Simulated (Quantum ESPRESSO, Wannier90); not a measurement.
# Cu (I4/mmm, model phase), plane waves to Wannier functions

```
CELL_PARAMETERS angstrom
     -1.45073     1.45073     1.36224
      1.45073    -1.45073     1.36224
      1.45073     1.45073    -1.36224
ATOMIC_POSITIONS crystal
  Cu 0.00000 0.00000 0.00000
```

Materials Project entry mp-1010136; symmetrised, unrelaxed at this level. This isn't the element's usual structure (fcc); take it as a model of another phase. Computed values, not measurements, from PBEsol: Quantum ESPRESSO (norm-conserving PseudoDojo potentials, cutoff 74 Ry, no spin polarisation, no spin-orbit coupling) on a Γ-centred 12×12×12 mesh, then Wannier90. Density: 20×20×20 mesh, cold smearing 0.01 Ry.

Base run: 9 functions from bands 5-21 of the 21 computed, start hydrogen-like Cu: s;p;d, frozen window up to 1.50 eV relative to the Fermi level, outer window open. One setting was then changed (edges relative to the Fermi level; misfit to pw.x on a path, for states up to 1.0 eV relative to the Fermi level).

```json
[
 {"run": "base", "Ω_I (Å²)": "4.64", "rms misfit (meV)": "2.3", "worst (meV)": "16"},
 {"run": "changed", "Ω_I (Å²)": "4.36", "rms misfit (meV)": "476", "worst (meV)": "1266"}
]
```

Task: Which change was made?
A) frozen window to 2.50 eV
B) outer window to 31.38 eV
C) frozen window to 1.00 eV
D) frozen window to -0.50 eV
E) no frozen window

Result: E, no frozen window. The others give:

```
run                        Ω_I (Å²)  rms misfit (meV)  worst (meV)
-------------------------  --------  ----------------  -----------
frozen window to 2.50 eV       4.67               3.0           36
frozen window to -0.50 eV      4.59                12          198
frozen window to 1.00 eV       4.63               2.2           14
outer window to 31.38 eV       6.68               2.1           12
```
